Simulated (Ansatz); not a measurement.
SrTe:
```xyz
2
Lattice="0.0000 3.3530 3.3530 3.3530 0.0000 3.3530 3.3530 3.3530 0.0000" Properties=species:S:1:pos:R:3 pbc="T T T"
Sr     0.0000     0.0000     0.0000
Te     3.3530     3.3530     3.3530
```

Relaxed with r²SCAN.

Task: Give the Bader charges and basin volumes of the independent atoms, the program Ansatz at the r²SCAN level (PAW).

Result: 

```tsv
atom	Bader charge (e)	Bader volume (Å³)
Sr1	+1.50	20.9
Te2	-1.50	54.5
```

Space group Fm-3m (rock salt). Symmetry was held in the r²SCAN relaxation. Spin–orbit coupling is left out wherever it is not named.

Potentials: the later of the program's two PAW sets.
